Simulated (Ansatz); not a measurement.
Level of theory: DFT PBE, scalar-relativistic, plane waves, PAW, and for the lanthanide a 4f-in-core norm-conserving potential, in Ansatz 0.2.0. All cells share a 660 eV cutoff and Γ-centred k meshes spaced about 0.3 Å⁻¹ or finer (0.25 for metals, 2π included). No spin polarisation.

Relaxed structures of PrScO, with energies over the first row. Coordination counts O atoms around Pr and Sc (those within 1.25 times the shortest such distance or 1.15 times the sum of covalent radii, 1.27 where that leaves under three).

| # | form | sites | V (Å³/atom) | coordination | ΔE (meV/atom) |
| --- | --- | --- | --- | --- | --- |
| 1 | P-6m2 | Pr 1a; Sc 1f; O 1b | 21.1 | Pr 2, Sc 3 | 0 |
| 2 | Imma | Pr 4a; Sc 4e; O 4d | 20.5 | Pr 4, Sc 2 | 14 |
| 3 | P4/nmm | Pr 2c; Sc 2c; O 2c | 18.7 | Pr 1, Sc 5 | 43 |
| 4 | P4/mmm | Pr 1b; Sc 1c; O 1a | 18.4 | Pr 2, Sc 4 | 58 |

A further structure, relaxed alike:

Space group P4/mmm (No. 123). a = 3.719 Å, b = 3.719 Å, c = 4.222 Å, α = 90.00°, β = 90.00°, γ = 90.00°
```tsv
atom	site	symmetry	x	y	z
Pr	1b	4/mmm	0.0000	0.0000	0.5000
Sc	1c	4/mmm	0.5000	0.5000	0.0000
O	1d	4/mmm	0.5000	0.5000	0.5000
```

Task: Where does it fall in the ranking, and at what energy?

Result: It is the lowest, 83 meV/atom below row 1, with space group P4/mmm (No. 123) and 19.5 Å³/atom. Counting O atoms around Pr and Sc, this cell has Pr 4, Sc 2 and row 1 has Pr 2, Sc 3. Pr is surrounded by 4 O at 2.63 Å, 8 Sc at 3.37 Å, 4 Pr at 3.72 Å and 2 Pr at 4.22 Å; Sc has 2 O at 2.11 Å, 8 Pr at 3.37 Å and 4 Sc at 3.72 Å; O has 2 Sc at 2.11 Å and 4 Pr at 2.63 Å.

For metals, differences of a few meV/atom aren't resolved. Trial moments fell under 0.15 μB along the way in P4/mmm, P-6m2, Imma and P4/nmm; another start might hold them. With atoms moved at random, row 1 and the further cell came back. Row 2, row 3 and row 4 had no clear such test and can be saddle points. Some structure types and database cells were kept out of the candidates from the start, so a known form may be missing.

The lanthanide is trivalent by construction, without f bands, f moments or other valences.
